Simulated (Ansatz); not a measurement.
## Course of a relaxation: CsP2

Recipe of this trial structure of CsP2: ordered vacancies on the cation sites of zinc blende (P-4m2, No. 115) (occupants of the shared sites, in ratio, Cs: 1, vacant: 1). The dimensions are guesses.

```xyz
3
Lattice="5.0463 0.0000 0.0000 0.0000 5.0463 0.0000 0.0000 0.0000 7.1366" Properties=species:S:1:pos:R:3 pbc="T T T"
Cs    0.0000    0.0000    0.0000
P     2.5232    0.0000    1.7841
P     0.0000    2.5232    5.3524
```

The calculation used DFT PBE, scalar-relativistic, plane waves, PAW (Ansatz). Cutoff 420 eV, Gaussian smearing, Γ-centred meshes. Cell and atoms relax first on a coarse mesh and then on a finer one. In between, the cell is made exact in the group found at 0.06 Å. In metals the finer mesh still leaves noise of several meV/atom or more. The steps can't lower the symmetry of their start. No spin polarisation.

Steps on the 4×4×4 mesh (3 atoms, 15 steps). The free energy counts from the last step; some steps are skipped; the plane-wave basis is renewed at times, which shifts energy and pressure.

| step | ΔF (meV/atom) | V (Å³/atom) | P (GPa) | largest force component (eV/Å) |
| --- | --- | --- | --- | --- |
| 1 | 2248.5 | 60.58 | 0.26 | 0.536 |
| 3 | 2026.1 | 55.77 | -0.93 | 1.172 |
| 4 | 1837.4 | 53.40 | -1.82 | 1.546 |
| 6 | 1376.5 | 50.06 | -3.88 | 1.627 |
| 7 | 1145.2 | 48.02 | -4.74 | 1.269 |
| 9 | 615.5 | 40.06 | -6.15 | 0.374 |
| 10 | 353.3 | 35.37 | -6.28 | 0.184 |
| 12 | 6.2 | 27.09 | -1.49 | 0.060 |
| 13 | 0.9 | 25.74 | 0.72 | 0.062 |
| 15 | 0.0 | 26.13 | -0.01 | 0.002 |

The relaxed structure, after a last relaxation on the converged mesh:

```yaml
crystal:
  lattice:
    - [3.53574, 0.00000, 0.00000]
    - [0.00000, 3.53574, 0.00000]
    - [0.00000, 0.00000, 6.22333]
  atoms:
    - { symbol: Cs, position: [0.00000, 0.00000, 0.00000] }
    - { symbol: P, position: [0.50000, 0.00000, 0.50000] }
    - { symbol: P, position: [0.00000, 0.50000, 0.50000] }
```

The symmetry goes from P-4m2 (No. 115) to P4/mmm (No. 123). The volume per atom shrinks by 57.2 %, from 60.6 to 25.9 Å³. The shortest distance goes from 3.09 Å (Cs–P) to 2.50 Å (P–P). The energy falls by about 2.3 eV/atom (the start's value is from the coarse mesh). The end is written in a standard setting, so origin, axes and order of atoms can differ from the start's. Cs has 4 Cs at 3.54 Å and 8 P at 3.58 Å; around P lie 4 P at 2.50 Å, 4 P at 3.54 Å and 4 Cs at 3.58 Å.

| Item | Value |
| --- | --- |
| Volume per atom | 25.93 Å³ |
| Density | 4.16 g/cm³ |
| Energy over the elements | +0.01 eV/atom |
| Gap on the 14×14×8 mesh of the 3-atom cell | 0 eV (a metal) |

Formation energies are uncorrected and refer to the elements' standard structures at the same level. The references include black phosphorus.

The last run used Gaussian smearing of 0.10 eV. The k mesh leaves some 4 meV/atom of noise in the energy of each metallic cell. An odd number of electrons in the primitive cell allows no gap without spin; a larger cell or a magnetic state could open one. The cell is a metal run without spin; a magnetic state may lie lower. The reference form of P is held partly by dispersion forces, which this level lacks. Symmetry constrained the relaxation, so the result can be a saddle point. In all, the 4 runs took 120 s on 1 thread of Intel(R) Xeon(R) Platinum 8375C CPU @ 2.90GHz (Ice Lake) (shared host).
